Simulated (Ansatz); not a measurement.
Space group P4/mmm (No. 123). a = 2.834 Å, b = 2.834 Å, c = 3.538 Å, α = 90.00°, β = 90.00°, γ = 90.00°
```tsv
atom	site	symmetry	x	y	z
Cu	1d	4/mmm	0.5000	0.5000	0.5000
Au	1a	4/mmm	0.0000	0.0000	0.0000
```

Equation of state of this CuAu structure (not necessarily the ground state), with shape and atoms relaxed at each volume where symmetry leaves them free. It has no gap at any of these volumes. All numbers below come from DFT PBEsol, scalar-relativistic, plane waves, PAW (Ansatz).

Plane waves to 420 eV, a k mesh through Γ of 14×14×12 on the computed 2-atom cell and Gaussian smearing (0.10 eV); no spin polarisation.

```csv
V (Å³/atom),E − E(largest V) (meV/atom),P (GPa)
12.506,80.52,30.68
12.933,12.64,20.68
13.359,-31.00,12.46
13.786,-54.84,5.66
14.212,-62.16,0.00
14.638,-55.73,-4.70
15.065,-37.92,-8.54
15.633,0.00,-12.64
```

Problem. Fit a third-order Birch–Murnaghan equation to E(V).

Solution. V0 = 14.21 Å³/atom, B0 = 171 GPa, B0' = 5.3.

Spin-orbit coupling is left out, which matters for the bands of heavy elements.

Cost: 8 runs of about 4.9 core-minutes in all, on Arm Neoverse V2 (shared hosts).